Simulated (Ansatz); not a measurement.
# Review of an SCF result for NiO

System: NiO, a measured crystal structure (space group Fm-3m, primitive cell doubled); the cell holds 4 atoms. The computed pressure is over 10 GPa in size, so the cell is far from the computed equilibrium volume (the chosen U may not suit it). Source: COD entry 4329325; it may be a high-temperature, high-pressure or metastable form.

Method: DFT, PBE+U, PAW, plane waves, scalar-relativistic in Ansatz.

```yaml
crystal:
  lattice:
    - [4.1771, 2.08855, 2.08855]
    - [2.08855, 4.1771, 2.08855]
    - [2.08855, 2.08855, 4.1771]
  atoms:
    - { symbol: O, position: [0.25, 0.25, 0.25] }
    - { symbol: O, position: [0.75, 0.75, 0.75] }
    - { symbol: Ni, position: [0.0, 0.0, 0.0], spin: 2.0 }
    - { symbol: Ni, position: [0.5, 0.5, 0.5] }
magnetization:
  spin_polarized: true
hamiltonian:
  xc: pbe
  pseudopotentials: { kind: paw }
  hubbard: { sites: [{ species: Ni, l: d, u_eff: 6.6 }] }
basis:
  ecutwfc: 420
kpoints:
  mp_grid: { grid: [8, 8, 8] }
scf:
  occupations: { method: fermi_dirac, width: 0.03 }
  lower_state_search: "off"
output:
  forces: true
  stress: true
  write_density: true
  write_potential: true
  elf: true
  volumetric_format: npy
```

Command:
```sh
ansatz run input.yaml --threads 2 --pin off --max-ram 5120MiB --backend cpu --events-out ev --progress --plain --runs-dir out
```

It took 10 s on 2 threads of Arm Neoverse V1, with other jobs on the host, peak memory 0.44 GiB.

The end of the output:

```
SCF converged after 17 iterations
Magnetization: 0.0000 μB (24.0000 up, 24.0000 down)
Absolute magnetization: 3.6147 μB (∫|ρ↑−ρ↓|, with the PAW one-centre terms)
Spin contamination: 1.9302 ħ² per cell (⟨S²⟩ above its minimum at these occupations)
Per-site moments (μB) at R_I (Å): [(-4.8178e-6, 0.8615), (-4.8178e-6, 0.8615), (1.6782, 0.8615), (-1.6782, 0.8615)]
Free energy (F): -12809.450117 eV
Harris-Foulkes:  -12809.450117 eV  (|F-HF|=3.74e-8)
Internal energy: -12809.450117 eV  (E = F + TS)
E sigma→0 (E₀):  -12809.450117 eV
Fermi energy:    14.623500 eV
--- Forces (eV/Å), atoms counted from 1 ---
  atom   1  O     -0.00003447    -0.00003447    -0.00003447
  atom   2  O      0.00003447     0.00003447     0.00003447
  atom   3  Ni    -0.00000000     0.00000000    -0.00000000
  atom   4  Ni     0.00000000    -0.00000000     0.00000000
--- Stress (GPa, compression-positive) ---
       11.202084      -0.094356      -0.094356
       -0.094356      11.202084      -0.094356
       -0.094356      -0.094356      11.202084
  P = ⅓ Tr σ = 11.2021 GPa (112.021 kbar)
```

A static U favours moments and orbital order; the result depends on U and need not be the measured state.

Site moments are taken inside atomic spheres and don't add up to the total.

Eigenvalues of the Hubbard occupation matrices: Ni3 up 1.00 1.00 1.00 1.00 1.00, down 0.14 0.14 1.00 1.00 1.00; Ni4 up 0.14 0.14 1.00 1.00 1.00, down 1.00 1.00 1.00 1.00 1.00.

Problem. Would you trust this as the ground state? If a lower solution is known, describe it.

Solution. As far as the runs go, yes: it is the lowest of 4 states reached by 14 converged runs, and the next lies 46.8 meV/atom higher (ferromagnetic, site moments Ni3 1.73, Ni4 1.73 μB, total 4.00 μB per cell, a gap of 2.30 eV on the k-mesh). That doesn't prove a ground state. This multiple of the primitive cell fits some opposed orders; other multiples fit others. Orders that need a larger cell or non-collinear spins weren't tried.
